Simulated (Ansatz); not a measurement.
HgS:
```xyz
4
Lattice="3.8159 2.2793 0.0000 -3.8159 2.2793 0.0000 -2.7705 0.0000 6.6974" Properties=species:S:1:pos:R:3 pbc="T T T"
Hg     0.0000     0.0000     0.0000
Hg    -1.3852     0.0000     3.3487
S     -2.0779     1.5233     5.0230
S     -0.6926     3.0354     1.6743
```

Relaxed with PBE. Special points in fractions of this cell's reciprocal vectors: Γ (0.000, 0.000, 0.000); C (0.354, 0.354, 0.000); C2 (-0.354, 0.646, 0.000); Y2 (-0.500, 0.500, 0.000); M2 (-0.500, 0.500, 0.500); D (-0.312, 0.688, 0.500); D2 (0.312, 0.312, 0.500); A (0.000, 0.000, 0.500); L2 (0.000, 0.500, 0.500); V2 (0.000, 0.500, 0.000).

Problem. List the band energies nearest the valence-band maximum at these points for PBE in the plane-wave PAW code Ansatz.

Solution. In eV from the valence-band maximum; about four levels below and three above (degenerate sets whole), none deeper than 8.9 eV; points with the same levels are listed once.

| k | below | above |
|---|---|---|
| Γ | -1.76 -1.60 -0.52 0.00 | 1.74 2.95 4.31 |
| C | -2.43 -2.18 -2.00 -0.14 | 2.95 3.23 4.15 |
| Y2 | -2.27 -1.95 -1.76 -0.12 | 2.15 2.43 4.13 |
| M2 | -1.63 -1.63 -1.51 -1.51 | 3.17 3.17 4.49 4.49 |
| D | -1.67 -1.67 -1.09 -1.09 | 2.50 2.50 5.04 5.04 |
| A | -1.30 -1.30 -0.25 -0.25 | 3.05 3.05 5.19 5.19 |
| L2 | -1.67 -1.37 -1.01 -0.23 | 1.86 2.22 3.95 |
| V2 | -2.78 -2.67 -1.18 -0.18 | 3.35 3.71 4.37 |

Space group C2/c. The cell is a constructed one: a structure type filled with these elements; neither database checked (COD, Materials Project) lists it. COD files the formula under space group No. 152, 154, 166, 216, so this cell is another polymorph or a model. Whether it is the stable phase at ambient conditions was not checked. Symmetry was held in the PBE relaxation; whether a distortion lowers the energy is not shown. Spin–orbit coupling is left out wherever it is not named.

Potentials: the later of the program's two PAW sets.
